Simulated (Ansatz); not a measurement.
The cell below belongs to a search over invented structures; it isn't taken from experiment.

Input and command of a plane-wave DFT calculation in Ansatz:

```yaml
crystal:
  lattice:
    - [2.0133270009, 1.1623948859, 10.8165555183]
    - [-2.0133270009, 1.1623948859, 10.8165555183]
    - [0.0, -2.3247897719, 10.8165555183]
  atoms:
    - { symbol: Ga, position: [0.734665074, 0.734665074, 0.734665074] }
    - { symbol: Ga, position: [0.265334926, 0.265334926, 0.265334926] }
    - { symbol: As, position: [0.815696739, 0.815696739, 0.815696739] }
    - { symbol: As, position: [0.3794439858, 0.3794439858, 0.3794439858] }
    - { symbol: As, position: [0.184303261, 0.184303261, 0.184303261] }
    - { symbol: As, position: [0.6205560142, 0.6205560142, 0.6205560142] }
basis:
  ecutwfc: 500
kpoints:
  mp_grid: { grid: [12, 12, 12] }
hamiltonian:
  xc: r2scan
scf:
  occupations: { method: gaussian, width: 0.1 }
output:
  forces: true
  stress: true
  eigenvalues: true
```

```bash
ansatz run input.yaml --threads 1 --pin off --max-ram 2560MiB --backend cpu --events-out ev --progress --plain --runs-dir out
```

Processor: Intel(R) Xeon(R) Platinum 8488C (Sapphire Rapids), 1 thread, on a host shared with other jobs.

**Question.** Estimate time, memory and problem size.

**Answer.** About 94 s, peak memory 1.5 GiB. It solves 52 bands at 189 k points (after reduction by symmetry) with about 3879 plane waves, in 8 SCF iterations.
